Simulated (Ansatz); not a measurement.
# Zone-centre phonons of InRh at 10 GPa: input and output

The calculation used DFT LDA, scalar-relativistic, plane waves, PAW (Ansatz 0.2.0).

Launched with:
```bash
ansatz run input.yaml --threads 1 --pin off --max-ram 3072MiB --backend cpu --events-out ev --progress --plain --runs-dir out
```

Input (bare energies are in eV):
```yaml
crystal:
  lattice:
    - [3.11241414, 0.0, 0.0]
    - [0.0, 3.11241414, 0.0]
    - [0.0, 0.0, 3.11241414]
  atoms:
    - { symbol: In, position: [0.5, 0.5, 0.5] }
    - { symbol: Rh, position: [0.0, 0.0, 0.0] }
basis:
  ecutwfc: 420
kpoints:
  mp_grid: { grid: [14, 14, 14] }
hamiltonian:
  xc: lda
scf:
  occupations: { method: fermi_dirac, width: 0.15 }
output:
  eigenvalues: true
phonons:
  method: dfpt
  eigenvectors: true
```

The end of the output:
```
--- Phonons (Γ-DFPT): 2 representative perturbations + reference, on 288 of 2744 k-points (Σ response iterations 7) ---
  k mesh reduced under 8 symmetry operations, with k and −k counted as one. Each operation leaves every solved perturbation unchanged. A smaller set is not used because it would not reduce the number of displacements ...
  ASR residual: 3.551e-4 → 0.000e0 eV/Å²; symmetrization residual: 8.698e-6 eV/Å²
  ASR residual per site (eV/Å²): 9.40e-6 3.55e-4
  Γ frequencies (cm⁻¹): 0.00 0.00 0.00 206.04 206.04 206.04
  non-analytic LO–TO correction: not included (Born effective charges unavailable; polar crystals: no LO–TO splitting at Γ)
```

Time: 42 s on 1 thread of Arm Neoverse V2, with other jobs on the host, peak memory 0.81 GiB.

In a metal, frequencies and elastic constants depend on the k mesh and the smearing, soft modes and shear constants most. Other phases may be more stable at this pressure.